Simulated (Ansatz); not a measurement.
Input:

Pt₃W:
```cif
data_Pt3W
_chemical_formula_sum 'Pt3 W1'
_space_group_name_H-M_alt 'P 1'
_space_group_IT_number 1
_cell_length_a 3.96878
_cell_length_b 3.96878
_cell_length_c 3.96878
_cell_angle_alpha 90.000
_cell_angle_beta 90.000
_cell_angle_gamma 90.000
loop_
_space_group_symop_operation_xyz
  'x, y, z'
loop_
_atom_site_label
_atom_site_type_symbol
_atom_site_fract_x
_atom_site_fract_y
_atom_site_fract_z
_atom_site_occupancy
Pt1 Pt 0.00000 0.50000 0.50000 1
Pt2 Pt 0.50000 0.50000 0.00000 1
Pt3 Pt 0.50000 0.00000 0.50000 1
W1 W 0.00000 0.00000 0.00000 1
```

This is the PBE-relaxed structure.

All from the program Ansatz at the PBE level (PAW), unless another level is named. Predict the formation energy from the elements (no fitted shifts).

-0.038 eV/atom.

Give the density of states at the Fermi level.

1.9 states/eV per atom (mean over ±0.08 eV).

Space group Pm-3m (Cu3Au type). A made-up cell: these elements were put on the sites of a structure type; neither database checked (COD, Materials Project) lists it. Its standing as an ambient phase is unchecked. Symmetry was held in the PBE relaxation; its stability against distortions is not shown here. No spin polarisation was allowed. The references are the lowest solids computed at this level, not always the standard phases. Scalar-relativistic: spin–orbit coupling is off unless named, which matters more the heavier the elements.

Potentials: the earlier of the program's two PAW sets.
